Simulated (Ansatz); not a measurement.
## Magnetic states of rhodium, bcc

These are results of Ansatz, DFT, r2SCAN, plane waves (500 eV) with PAW, scalar-relativistic, not measurements. The PAW files were generated under PBE, with cores re-solved for the functional.

Each start was relaxed and then solved on a dense mesh, with Fermi-Dirac smearing of 0.05 eV (0.1 eV in a metal without spin) extrapolated to zero. Rows within 2 meV/atom of each other tie.

(1) Where does each start end, and how do the energies compare? Starts: ferromagnetic; non-magnetic.

Answers

(1) 
| start | ends | ΔE (meV/atom) | V (Å³/atom) |
| --- | --- | --- | --- |
| ferromagnetic | ferromagnetic, net 0.86 μB per atom | 0.0 | 14.30 |
| non-magnetic | spin not included | 40.1 | 14.13 |
